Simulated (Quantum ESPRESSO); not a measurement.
## Al2ZnF7Cl (one run as intended and one with a planted mistake)

Computed values, not a measurement. The program is pw.x of Quantum ESPRESSO 7.5 (plane-wave density functional theory). The cell is made up: 11 atoms on a rutile lattice with one site empty, with randomly drawn elements, strain and displacements, not relaxed. PseudoDojo standard norm-conserving files (v0.5 for PBE, v0.4.1 for LDA and PBEsol) set the functional; there is no spin polarisation, spin-orbit coupling or dispersion term, and the masses in the input are unused placeholders.

Intended input:

```
&control calculation='scf', pseudo_dir='./dojo.nc.sr.pbe.v0_5.standard.upf', outdir='./o', disk_io='low', tprnfor=.true., tstress=.true. /
&system ibrav=0, nat=11, ntyp=4, nbnd=47, ecutwfc=84.00895049, nosym=.true., tot_charge=0,
 occupations='smearing', smearing='fd', degauss=0.0018374661
/
&electrons conv_thr=7.350e-09, electron_maxstep=60, /
ATOMIC_SPECIES
Al 1.0 Al.upf
Cl 1.0 Cl.upf
F 1.0 F.upf
Zn 1.0 Zn.upf
CELL_PARAMETERS angstrom
4.8111 -0.0434 -0.0652
-0.0434 4.8386 0.0185
-0.0867 0.0246 6.4193
ATOMIC_POSITIONS angstrom
Al 2.4236 2.3707 1.5765
Zn -0.0206 0.04 3.1912
Al 2.3221 2.4155 4.7862
F 1.4723 1.5093 -0.0178
Cl 3.3141 3.3425 0.0056
F 3.8431 0.9147 1.5814
F 0.9121 3.871 1.6374
F 1.3888 1.4453 3.1811
F 3.307 3.34 3.1115
F 3.8174 0.8899 4.7465
F 0.8645 3.9415 4.8128
K_POINTS automatic
5 5 4 1 1 1
```

The log is shortened where brackets say so; the opening notice, blank lines, dates and the lines on written files are dropped, and the path of the files is cut. It prints rydbergs, bohrs and kilobars, and counts compression as positive stress. Where no state is partly filled, the Fermi energy that it prints is only some level between the filled and the empty states on the mesh, and need not lie in the true gap.

Log of the intended run:

```
     Program PWSCF v.7.5
     Parallel version (MPI & OpenMP), running on       4 processor cores
     Number of MPI processes:                 4
     Threads/MPI process:                     1
     [start-up lines left out]
     bravais-lattice index     =            0
     lattice parameter (alat)  =       9.0929  a.u.
     unit-cell volume          =    1008.1561 (a.u.)^3
     number of atoms/cell      =           11
     number of atomic types    =            4
     number of electrons       =        82.00
     number of Kohn-Sham states=           47
     kinetic-energy cutoff     =      84.0090  Ry
     charge density cutoff     =     336.0358  Ry
     scf convergence threshold =      7.3E-09
     mixing beta               =       0.7000
     number of iterations used =            8  plain     mixing
     Exchange-correlation= PBE
                           (   1   4   3   4   0   0   0)
     [axes and pseudopotential details left out]
   Cartesian axes
     site n.     atom                  positions (alat units)
         1        Al     tau(   1) = (   0.5036850   0.4926910   0.3276363  )
         2        Zn     tau(   2) = (  -0.0042812   0.0083130   0.6632116  )
         3        Al     tau(   3) = (   0.4825907   0.5020016   0.9946927  )
         4        F      tau(   4) = (   0.3059809   0.3136705  -0.0036993  )
         5        Cl     tau(   5) = (   0.6887533   0.6946555   0.0011638  )
         6        F      tau(   6) = (   0.7986928   0.1900977   0.3286547  )
         7        F      tau(   7) = (   0.1895573   0.8044911   0.3402929  )
         8        F      tau(   8) = (   0.2886275   0.3003697   0.6611125  )
         9        F      tau(   9) = (   0.6872777   0.6941360   0.6466479  )
        10        F      tau(  10) = (   0.7933517   0.1849436   0.9864420  )
        11        F      tau(  11) = (   0.1796648   0.8191428   1.0002208  )
     number of k points=    50  Fermi-Dirac smearing, width (Ry)=  0.0018
                       cart. coord. in units 2pi/alat
        k(    1) = (   0.1021986   0.0999994   0.0946938), wk =   0.0400000
        k(    2) = (   0.1047324   0.0993056   0.2821241), wk =   0.0400000
     [further k points left out]
     Dense  grid:   104893 G-vectors     FFT dimensions: (  54,  54,  72)
     Estimated max dynamical RAM per process >     275.87 MB
     Estimated total dynamical RAM >       1.00 GB
     Initial potential from superposition of free atoms
     starting charge      81.9949, renormalised to      82.0000
     Starting wfcs are   50 randomized atomic wfcs
     total cpu time spent up to now is        6.5 secs
     per-process dynamical memory:   220.4 Mb
     Self-consistent Calculation
     iteration #  1     ecut=    84.01 Ry     beta= 0.70
     Davidson diagonalization with overlap
     ethr =  1.00E-02,  avg # of iterations =  3.9
     total cpu time spent up to now is       19.3 secs
     total energy              =    -805.54310810 Ry
     estimated scf accuracy    <       1.35778149 Ry
     iteration #  2     ecut=    84.01 Ry     beta= 0.70
     Davidson diagonalization with overlap
     ethr =  1.66E-03,  avg # of iterations =  2.2
     total cpu time spent up to now is       32.2 secs
     total energy              =    -805.84388500 Ry
     estimated scf accuracy    <       1.44889253 Ry
     [iterations 3 to 9 left out]
     iteration # 10     ecut=    84.01 Ry     beta= 0.70
     Davidson diagonalization with overlap
     ethr =  8.26E-11,  avg # of iterations =  2.0
     total cpu time spent up to now is      157.9 secs
     total energy              =    -806.14740987 Ry
     estimated scf accuracy    <          9.1E-09 Ry
     iteration # 11     ecut=    84.01 Ry     beta= 0.70
     Davidson diagonalization with overlap
     ethr =  1.11E-11,  avg # of iterations =  2.2
     total cpu time spent up to now is      170.9 secs
     End of self-consistent calculation
     [lines on levels left out]
     the Fermi energy is     4.1762 ev
!    total energy              =    -806.14740987 Ry
     estimated scf accuracy    <          1.4E-09 Ry
     smearing contrib. (-TS)   =       0.00000000 Ry
     internal energy E=F+TS    =    -806.14740987 Ry
     The total energy is F=E-TS. E is the sum of the following terms:
     one-electron contribution =    -621.20755169 Ry
     hartree contribution      =     348.82649727 Ry
     xc contribution           =    -135.73058877 Ry
     ewald contribution        =    -398.03576668 Ry
     convergence has been achieved in  11 iterations
     Forces acting on atoms (cartesian axes, Ry/au):
     atom    1 type  1   force =    -0.07499057   -0.06500279    0.03273538
     atom    2 type  4   force =    -0.00311869   -0.01822668    0.00448766
     atom    3 type  1   force =    -0.06073582   -0.05975730   -0.00891361
     atom    4 type  3   force =     0.03759113    0.02857388   -0.00203266
     atom    5 type  2   force =     0.10822950    0.10546539   -0.03104430
     atom    6 type  3   force =    -0.06769005    0.06219427    0.03424012
     atom    7 type  3   force =     0.05426840   -0.05868292    0.03904595
     atom    8 type  3   force =     0.08067607    0.07834869    0.00659586
     atom    9 type  3   force =    -0.06575799   -0.06957323    0.00787793
     atom   10 type  3   force =    -0.06767484    0.06730884   -0.03787292
     atom   11 type  3   force =     0.05920288   -0.07064814   -0.04511942
     Total force =     0.324323     Total SCF correction =     0.000059
     Computing stress (Cartesian axis) and pressure
          total   stress  (Ry/bohr**3)                   (kbar)     P=      -83.81
  -0.00055220   0.00083166   0.00004719          -81.23      122.34        6.94
   0.00083166  -0.00055950  -0.00011570          122.34      -82.31      -17.02
   0.00004719  -0.00011570  -0.00059757            6.94      -17.02      -87.91
     init_run     :      5.89s CPU      6.26s WALL (       1 calls)
     electrons    :    163.16s CPU    164.46s WALL (       1 calls)
     forces       :      2.79s CPU      2.84s WALL (       1 calls)
     stress       :      8.45s CPU      8.79s WALL (       1 calls)
     [timing details left out]
     PWSCF        :   3m 0.60s CPU   3m 2.80s WALL
     JOB DONE.
```

A second run has one planted mistake: the cell has the wrong charge. The input lines that differ, file-writing options aside:

```
- &system ibrav=0, nat=11, ntyp=4, nbnd=47, ecutwfc=84.00895049, nosym=.true., tot_charge=0,
+ &system ibrav=0, nat=11, ntyp=4, nbnd=48, ecutwfc=84.00895049, nosym=.true., tot_charge=-1,
```

Its log:

```
     Program PWSCF v.7.5
     Parallel version (MPI & OpenMP), running on       4 processor cores
     Number of MPI processes:                 4
     Threads/MPI process:                     1
     [start-up lines left out]
     bravais-lattice index     =            0
     lattice parameter (alat)  =       9.0929  a.u.
     unit-cell volume          =    1008.1561 (a.u.)^3
     number of atoms/cell      =           11
     number of atomic types    =            4
     number of electrons       =        83.00
     number of Kohn-Sham states=           48
     kinetic-energy cutoff     =      84.0090  Ry
     charge density cutoff     =     336.0358  Ry
     scf convergence threshold =      7.3E-09
     mixing beta               =       0.7000
     number of iterations used =            8  plain     mixing
     Exchange-correlation= PBE
                           (   1   4   3   4   0   0   0)
     [axes and pseudopotential details left out]
   Cartesian axes
     site n.     atom                  positions (alat units)
         1        Al     tau(   1) = (   0.5036850   0.4926910   0.3276363  )
         2        Zn     tau(   2) = (  -0.0042812   0.0083130   0.6632116  )
         3        Al     tau(   3) = (   0.4825907   0.5020016   0.9946927  )
         4        F      tau(   4) = (   0.3059809   0.3136705  -0.0036993  )
         5        Cl     tau(   5) = (   0.6887533   0.6946555   0.0011638  )
         6        F      tau(   6) = (   0.7986928   0.1900977   0.3286547  )
         7        F      tau(   7) = (   0.1895573   0.8044911   0.3402929  )
         8        F      tau(   8) = (   0.2886275   0.3003697   0.6611125  )
         9        F      tau(   9) = (   0.6872777   0.6941360   0.6466479  )
        10        F      tau(  10) = (   0.7933517   0.1849436   0.9864420  )
        11        F      tau(  11) = (   0.1796648   0.8191428   1.0002208  )
     number of k points=    50  Fermi-Dirac smearing, width (Ry)=  0.0018
                       cart. coord. in units 2pi/alat
        k(    1) = (   0.1021986   0.0999994   0.0946938), wk =   0.0400000
        k(    2) = (   0.1047324   0.0993056   0.2821241), wk =   0.0400000
     [further k points left out]
     Dense  grid:   104893 G-vectors     FFT dimensions: (  54,  54,  72)
     Estimated max dynamical RAM per process >     279.49 MB
     Estimated total dynamical RAM >       1.02 GB
     Initial potential from superposition of free atoms
     starting charge      81.9949, renormalised to      83.0000
     Starting wfcs are   50 randomized atomic wfcs
     total cpu time spent up to now is        9.8 secs
     per-process dynamical memory:   223.3 Mb
     Self-consistent Calculation
     iteration #  1     ecut=    84.01 Ry     beta= 0.70
     Davidson diagonalization with overlap
     ethr =  1.00E-02,  avg # of iterations =  4.6
     total cpu time spent up to now is       37.0 secs
     total energy              =    -805.13847051 Ry
     estimated scf accuracy    <       1.07471837 Ry
     iteration #  2     ecut=    84.01 Ry     beta= 0.70
     Davidson diagonalization with overlap
     ethr =  1.29E-03,  avg # of iterations =  3.0
     total cpu time spent up to now is       59.2 secs
     total energy              =    -805.44754497 Ry
     estimated scf accuracy    <       0.97432508 Ry
     [iterations 3 to 9 left out]
     iteration # 10     ecut=    84.01 Ry     beta= 0.70
     Davidson diagonalization with overlap
     ethr =  2.55E-10,  avg # of iterations =  2.9
     total cpu time spent up to now is      255.4 secs
     total energy              =    -805.64831629 Ry
     estimated scf accuracy    <       0.00000001 Ry
     iteration # 11     ecut=    84.01 Ry     beta= 0.70
     Davidson diagonalization with overlap
     ethr =  1.34E-11,  avg # of iterations =  2.4
     total cpu time spent up to now is      280.6 secs
     End of self-consistent calculation
     [lines on levels left out]
     the Fermi energy is     7.3185 ev
!    total energy              =    -805.64831629 Ry
     estimated scf accuracy    <          2.5E-09 Ry
     smearing contrib. (-TS)   =      -0.00059709 Ry
     internal energy E=F+TS    =    -805.64771921 Ry
     The total energy is F=E-TS. E is the sum of the following terms:
     one-electron contribution =    -620.52680370 Ry
     hartree contribution      =     349.46676130 Ry
     xc contribution           =    -136.55191014 Ry
     ewald contribution        =    -398.03576668 Ry
     convergence has been achieved in  11 iterations
     Forces acting on atoms (cartesian axes, Ry/au):
     atom    1 type  1   force =    -0.07515009   -0.06614013    0.05513176
     atom    2 type  4   force =    -0.00167974   -0.01592459    0.00962359
     atom    3 type  1   force =    -0.06225699   -0.06037279   -0.03086697
     atom    4 type  3   force =     0.03372953    0.02573300    0.00698028
     atom    5 type  2   force =     0.10912551    0.10702351   -0.01786043
     atom    6 type  3   force =    -0.05856025    0.05489891    0.01470886
     atom    7 type  3   force =     0.04751381   -0.05017259    0.02242444
     atom    8 type  3   force =     0.04776195    0.04612280   -0.00718576
     atom    9 type  3   force =    -0.03442848   -0.03772185   -0.00559603
     atom   10 type  3   force =    -0.05170745    0.05121786   -0.02098008
     atom   11 type  3   force =     0.04565220   -0.05466414   -0.02637967
     Total force =     0.279207     Total SCF correction =     0.000061
     Computing stress (Cartesian axis) and pressure
          total   stress  (Ry/bohr**3)                   (kbar)     P=       99.87
   0.00063078   0.00072135   0.00004511           92.79      106.11        6.64
   0.00072135   0.00063093  -0.00009614          106.11       92.81      -14.14
   0.00004511  -0.00009614   0.00077500            6.64      -14.14      114.01
     init_run     :      8.05s CPU      8.59s WALL (       1 calls)
     electrons    :    268.78s CPU    270.89s WALL (       1 calls)
     forces       :      4.09s CPU      4.16s WALL (       1 calls)
     stress       :     10.22s CPU     10.63s WALL (       1 calls)
     [timing details left out]
     PWSCF        :   4m52.52s CPU   4m55.90s WALL
     JOB DONE.
```

```
                                            intended run  run with the mistake
                          free energy (eV)    -10968.194            -10961.404
                    smearing term -TS (eV)        0.0000               -0.0081
                            pressure (GPa)         -8.38                  9.99
            largest force component (eV/Å)         2.783                 2.806
largest change of a force component (eV/Å)                               0.846
                                iterations            11                    11
```

For scale, a rerun of the intended cell at 1437 eV and a 7 x 7 x 6 mesh moved values by no more than 0.003 eV in energy, 0.02 GPa in stress and 0.002 eV/Å in force. The charged cell sits in a uniform background, so its energy and stress rest on the program's zero of potential. The number of bands, nbnd, was set by rule from the electron count and the smearing, so it follows the mistake.